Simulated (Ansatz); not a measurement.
**Where the states of BAs lie**

```cif
data_structure
_symmetry_space_group_name_H-M 'F-43m'
_symmetry_Int_Tables_number 216
_cell_length_a 4.8093
_cell_length_b 4.8093
_cell_length_c 4.8093
_cell_angle_alpha 90.000
_cell_angle_beta 90.000
_cell_angle_gamma 90.000
_cell_volume 111.24
loop_
_atom_site_label
_atom_site_type_symbol
_atom_site_symmetry_multiplicity
_atom_site_Wyckoff_symbol
_atom_site_fract_x
_atom_site_fract_y
_atom_site_fract_z
_atom_site_occupancy
B1 B 4 a 0.00000 0.00000 0.00000 1
As1 As 4 d 0.25000 0.25000 0.75000 1
```

The runs use the primitive cell with vectors (0.000, 2.405, 2.405), (2.405, 0.000, 2.405), (2.405, 2.405, 0.000) Å, to which the k mesh refers.

The structure comes from a relaxation in the same program, started in the zincblende type, and has space group F-43m. Whether it is a known phase or the ground state wasn't checked.

Computed with DFT, PBE, all-electron LAPW, scalar-relativistic (Ansatz 0.2.0).

The runs use a Γ-centred 15×15×15 k mesh, Fermi–Dirac smearing of 0.08 eV, basis error target 0.25 meV/atom, no spin polarisation.

States per eV and cell, averaged over 0.4 eV, from -5.8 to 2.8 eV, with energies (bin centres) from the valence-band top; empty bins are left out. The partial columns, the largest 4 alone, are projections on Löwdin-orthogonalised atomic shells (those that the program's projection atoms carry: the occupied ones and, for some elements, an empty d or f shell; other empty shells have no column), summed over atoms of an element. Weights on diffuse s and p shells depend on that basis and aren't pure angular character.

```tsv
E (eV)	total	As 4p	B 2p	B 2s	As 4s
-5.7	0.58	0.30	0.20	0.05	0.03
-5.3	0.87	0.45	0.33	0.06	0.03
-4.9	0.80	0.40	0.30	0.06	0.03
-4.5	0.85	0.42	0.34	0.06	0.03
-4.1	1.08	0.53	0.46	0.05	0.03
-3.7	1.18	0.59	0.52	0.04	0.02
-3.3	1.11	0.55	0.49	0.04	0.02
-2.9	1.06	0.52	0.48	0.03	0.02
-2.5	1.00	0.49	0.47	0.02	0.01
-2.1	0.96	0.47	0.46	0.02	0.01
-1.7	0.71	0.34	0.35	0.01	0.01
-1.3	0.43	0.20	0.21	0.01	0.00
-0.9	0.29	0.13	0.14	0.00	0.00
-0.5	0.17	0.08	0.09	0.00	0.00
-0.1	0.04	0.02	0.02	0.00	0.00
1.5	0.16	0.03	0.05	0.03	0.02
1.9	0.36	0.08	0.12	0.07	0.05
2.3	0.52	0.12	0.18	0.08	0.06
2.7	0.74	0.17	0.27	0.12	0.09
```
